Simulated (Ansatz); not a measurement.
Cells of GaCuSe$_{2}$ relaxed with r2SCAN (plane waves to 500 eV, PAW, scalar-relativistic; Ansatz, a program for electronic structure), each with a space-group label. One label is wrong.

**A**, labelled P-6 (No. 174)
```yaml
crystal:
  lattice:
    - [4.99914, 0.00000, 0.00000]
    - [-2.49957, 4.32938, 0.00000]
    - [0.00000, 0.00000, 8.28452]
  atoms:
    - { symbol: Cu, position: [0.66667, 0.33333, 0.00000] }
    - { symbol: Cu, position: [0.33333, 0.66667, 0.00000] }
    - { symbol: Ga, position: [0.66667, 0.33333, 0.27837] }
    - { symbol: Ga, position: [0.66667, 0.33333, 0.72162] }
    - { symbol: Se, position: [0.05414, 0.72165, 0.50000] }
    - { symbol: Se, position: [0.66751, 0.94586, 0.50000] }
    - { symbol: Se, position: [0.27835, 0.33249, 0.50000] }
    - { symbol: Se, position: [0.00000, 0.00000, 0.00000] }
```

**B**, labelled P6mm (No. 183)
```
CELL_PARAMETERS angstrom
      4.72138     0.00000     0.00000
     -2.36069     4.08883     0.00000
      0.00000     0.00000     4.75865
ATOMIC_POSITIONS crystal
  Cu 0.00000 0.00000 0.48157
  Ga 0.00000 0.00000 0.98368
  Se 0.33333 0.66667 0.61969
  Se 0.66667 0.33333 0.61969
```

**C**, labelled P321 (No. 150)
```
CELL_PARAMETERS angstrom
      3.59880     0.00000     0.00000
      0.00000     3.51160     3.69253
      0.00000    -3.51160     3.69253
ATOMIC_POSITIONS crystal
  Se 0.50000 0.61888 0.10647
  Se 0.50000 0.10647 0.61888
  Ga 0.00000 0.88032 0.88032
  Cu 0.50000 0.59153 0.59153
```

**D**, labelled R-3m (No. 166)
```
CELL_PARAMETERS angstrom
      1.85977     1.07374     6.06776
     -1.85977     1.07374     6.06776
      0.00000    -2.14748     6.06776
ATOMIC_POSITIONS crystal
  Cu 0.00000 0.00000 0.00000
  Ga 0.50000 0.50000 0.50000
  Se 0.25129 0.25129 0.25129
  Se 0.74871 0.74871 0.74871
```

Q: Which label is wrong, and what should it be (tolerance 0.01 Å)?

A: C: its symmetry is Amm2 (No. 38), oS8; a = 3.599 Å, b = 7.023 Å, c = 7.385 Å, α = β = γ = 90.00°.

Each run could gain symmetry but not lose that of its start, so entries can be saddle points. All of these are generated cells (placed on structure types, drawn at random, substituted or restacked) that were not matched to a known phase here.

No spin polarisation in the result.
